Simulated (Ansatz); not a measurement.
An Ansatz input:

```yaml
crystal:
  lattice:
    - [2.709473006, 0.0, 0.0]
    - [0.0, 2.709473006, 0.0]
    - [0.0, 0.0, 2.709473006]
  atoms:
    - { symbol: Nb, position: [0.0, 0.0, 0.0] }
hamiltonian:
  xc: r2scan
  pseudopotentials:
    kind: paw
    azcp:
      Nb: "pseudopotentials/Nb.paw.azcp"
basis:
  ecutwfc: 500
  fft_grid_basis: typed
kpoints:
  mp_grid: { grid: [13, 13, 13], shift: [0, 0, 0] }
magnetization:
  spin_polarized: false
scf:
  occupations: { method: fermi_dirac, width: 0.1 }
  lower_state_search: "off"
output:
  stress: true
```

and its output:

```
Engine: ansatz 0.2.0, x86_64-unknown-linux-gnu
Pseudopotentials: kind: paw
Pseudopotential: Nb, paw, valence charge 13, recommended cutoff 500 eV (meta_gga) 
Functional definition: r2SCAN
  parameter k0 = 0.174
  parameter k1 = 0.065
  parameter a1 = 4.9479
  exchange = r2scan_x(k0 = k0, k1 = k1, a1 = a1)
  correlation = r2scan_c
Crystal: 1 atoms, lattice volume = 19.891 Å³
Basis set: ecut = 500 eV, 485 PW (Γ), exchange–correlation on 80×80×80 points (64 copies of the dense FFT grid, shifted against one another)
Bands: 11, of which v1, the nominal top of the filled ones, is band 7 counted from 1 (6 counted from 0)
Symmetry: 48 space group operations
Space group: Pm-3m (ITA 221), of the structure as read, at distance tolerance 2.7e-5 Å
k-points: 84 of 2197
Non-local potential: Nb, projectors of the file, l = 0: 3, l = 1: 2, l = 2: 2, l = 3: 1
PAW form: soft (Blöchl's): semilocal exchange-correlation on the pseudo side does not see the compensation charge
PAW frozen core: Nb, regenerated for the run's functional (the file was generated under x = pbe(κ = 0.804, μ = 0.2195149727645171), c = pbe(β = 0.06672455060314922))
PAW one-centre angular grid: Nb, 590 points (default); XC on 160 Gauss nodes
Initial density: superposition of atomic densities (neutral atoms: chi_scale 0, normalization atom), corrected by the library's trained network
Initial wavefunctions: pseudopotential atomic-orbital guess
Functional: x = r2scan, c = r2scan; τ floored in thin density (d = 2e-4 eV/Å³)
SCF iter   1: F=-4562.637973 eV  HF=-4562.636530 eV  |F-HF|=1.44e-3  |Δ(HF+E_count)|=         —  Δρ=9.07e-3  dr2=7.67e-3  dr2_τ=1.07e-2  ethr=1.77e-3  ⟨swp⟩=5.2  Hψ=5691  notcnv=0
SCF iter   2: F=-4562.640009 eV  HF=-4562.639864 eV  |F-HF|=1.45e-4  |Δ(HF+E_count)|=   3.33e-3  Δρ=5.30e-3  dr2=2.25e-3  dr2_τ=1.88e-4  ethr=5.90e-5  ⟨swp⟩=2.2  Hψ=1998  notcnv=0
SCF iter   3: F=-4562.640570 eV  HF=-4562.640555 eV  |F-HF|=1.52e-5  |Δ(HF+E_count)|=   6.91e-4  Δρ=4.64e-4  dr2=3.09e-5  dr2_τ=7.46e-6  ethr=1.73e-5  ⟨swp⟩=3.0  Hψ=1479  notcnv=0
SCF iter   4: F=-4562.640578 eV  HF=-4562.640579 eV  |F-HF|=1.12e-6  |Δ(HF+E_count)|=   2.42e-5  Δρ=1.10e-4  dr2=2.16e-6  dr2_τ=4.93e-7  ethr=2.38e-7  ⟨swp⟩=2.2  Hψ=1456  notcnv=0
iter 5 did not close the SCF: its close was put off for the readings that it lacked (scf_convergence_deferred on its scf_iter line)
SCF iter   5: F=-4562.640579 eV  HF=-4562.640579 eV  |F-HF|=9.04e-8  |Δ(HF+E_count)|=   3.60e-7  Δρ=2.70e-5  dr2=5.00e-8  dr2_τ=9.45e-9  ethr=1.66e-8  ⟨swp⟩=2.2  Hψ=1407  notcnv=0
SCF iter   6: F=-4562.640579 eV  HF=-4562.640579 eV  |F-HF|=1.51e-9  |Δ(HF+E_count)|=   1.09e-7  Δρ=2.62e-6  dr2=6.40e-10  dr2_τ=8.74e-11  ethr=3.84e-10  ⟨swp⟩=2.4  Hψ=3295  notcnv=0
SCF 1 converged in 6 iterations: F = -4562.640579 eV  dr2 = 6.40e-10
SCF converged after 6 iterations
Free energy (F): -4562.640579 eV
Harris-Foulkes:  -4562.640579 eV  (|F-HF|=1.51e-9)
Internal energy: -4562.612149 eV  (E = F + TS)
E sigma→0 (E₀):  -4562.626364 eV
Entropy (-TS):   -0.028430 eV (-28.430 meV/atom)
Fermi energy:    15.947840 eV
--- Per-component energies (eV) ---
  E_band       = -104.682161
  E_kinetic    = 394.200086
  E_local      = -797.794627  (includes V_loc(G=0)·N_el)
  E_nonlocal   = 121.415938
  E_hartree    = 253.762186
  E_xc         = -168.987794
  E_vxc        = -235.903976  (∫ρ·V_xc dr)
  E_paw        = -3090.842057  (= ΣΔE_a)
  E_vpaw       = -109.097500  (= ΣTr[D̂ρ^β])
  E_aug_tail   = 0.000004  (compensation charges beyond the density's cutoff)
  E_vtau       = 14.973295  (kinetic-family band-sum trace: ∫τ·v_τ [+ j·A + Jᵃ·Aᵃ] dr)
  E_ewald      = -1274.173453
  E_core_change = -0.192431  (= ΣΔE_core)
  E_smearing   = -0.028430  (= −TS)
  E_closure    = 0.000000  (closes the sum)
  Σ components = -4562.640579   (vs F -4562.640579, Δ=0.00e0)
--- Stress (GPa, compression-positive) ---
       -0.559554       0.000000       0.000000
       -0.000000      -0.559554       0.000000
        0.000000       0.000000      -0.559554
  P = ⅓ Tr σ = -0.5596 GPa (-5.596 kbar)
```

Command:

```sh
ansatz run input.yaml --threads 1 --pin off --max-ram 3584MiB --backend cpu --events-out ev --progress --plain --runs-dir out
```

On 1 thread of Intel(R) Xeon(R) Platinum 8259CL CPU @ 2.50GHz (Skylake/Cascade Lake) (shared host) this took about 3.6 s of wall time and 3.6 s of CPU time.
